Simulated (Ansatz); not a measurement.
Na₂PdC₂:
```
CELL_PARAMETERS angstrom
      4.45266     0.00000     0.00000
     -2.22633     3.85612     0.00000
      0.00000     0.00000     5.21586
ATOMIC_POSITIONS crystal
  Na 0.33333 0.66667 0.71976
  Na 0.66667 0.33333 0.28024
  Pd 0.00000 0.00000 0.00000
  C  0.00000 0.00000 0.62148
  C  0.00000 0.00000 0.37852
```

Relaxed with PBEsol.

Map the electron localisation function on the plane through (0.333, 0.667, 0.720) spanned by u = [0, 0, 1] and v = [1, -1, 0] in lattice vectors, from PBEsol (plane waves, PAW; program Ansatz).

x is the fraction of u, y of v (the angle between them is 90°; rows are the nearest grid lines); atoms in the plane: Na at (0.00, 0.00), Na at (0.56, 0.33), Pd at (0.28, 0.67), C at (0.90, 0.67), C at (0.66, 0.67).
```
|.-**=                 =#*-.|
|**#+.                 :*#**|
|**+:    ....           :+**|
|     .::-::::::::::::.     |
|--:::-----:::-=+******++==-|
|*+-::--==-:::=*###########*|
|@#-:-+*+**+-:+%@%##%@@%##%@|
|@%=:=++-=++-:*@@= :%@@+..#@|
|@%=:=++-=++-:*@@= :%@@+..#@|
|@%-:=*+++*+-:+@@#=+%@@#=+%@|
|%*-:-=+++=-::+#%%%#%%%%#%%%|
|+=-:::----::::--=+++******+|
|--::::----:..    .:-======-|
|.....:::.    .--:     .....|
|           -******=.       |
|          .+#+--+#*:       |
|          .+#+--+#*:       |
|           .=*##*+:        |
|                           |
|                           |
|                           |
|#*+-                   -**#|
|**#+.                 :*#**|
|.-**=                 =#*-.|
```
Scale: ten equal steps from 0.006 (start of ' ') to 0.881 (end of '@'), in the order ' .:-=+*#%@'; x runs from 0.000 to 1.00, y from 0.000 (bottom) to 1.00 (top).

The density is the valence pseudo-density with augmentation charge, so density and ELF within about 1 Å of a nucleus are not all-electron values.

Space group P-3m1. The first step of the workflow began from a Materials Project structure, measured or hypothetical; the Crystallography Open Database copy checked does not list it. Whether it is the stable phase at ambient conditions was not checked. Symmetry was held in the PBEsol relaxation; its stability against distortions is not shown here. The run is not spin-polarised.

Potentials: the later of the program's two PAW sets.
